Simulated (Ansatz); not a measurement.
NaTaO$_{3}$:
```xyz
10
Lattice="5.4906 0.0000 0.0000 0.0000 5.4906 0.0000 0.0000 0.0000 3.9474" Properties=species:S:1:pos:R:3 pbc="T T T"
Na     0.0000     2.7453     1.9737
Na     2.7453     0.0000     1.9737
Ta     0.0000     0.0000     0.0000
Ta     2.7453     2.7453     0.0000
O      3.8593     1.1140     0.0000
O      1.6313     4.3766     0.0000
O      4.3766     3.8593     0.0000
O      1.1140     1.6313     0.0000
O      0.0000     0.0000     1.9737
O      2.7453     2.7453     1.9737
```

Relaxed with HSE06.

**Question.** Give the Bader charges and basin volumes of the independent atoms, HSE06 (plane waves, PAW; program Ansatz).

**Answer.** 

| atom | Bader charge (e) | Bader volume (Å³) |
|---|---|---|
| Na1 | +0.90 | 8.4 |
| Ta3 | +3.12 | 8.8 |
| O5 | -1.34 | 13.9 |
| O9 | -1.34 | 14.5 |

Space group P4/mbm. The first step of the workflow began from a Materials Project structure, measured or hypothetical; the Crystallography Open Database files this formula in space group No. 127, but the cells were not matched. Its standing as an ambient phase is unchecked. The HSE06 relaxation kept the symmetry of its start; whether a distortion lowers the energy is not shown. The run is not spin-polarised. Scalar-relativistic: spin–orbit coupling is off unless named, which matters more the heavier the elements.

Potentials: the later of the program's two PAW sets.
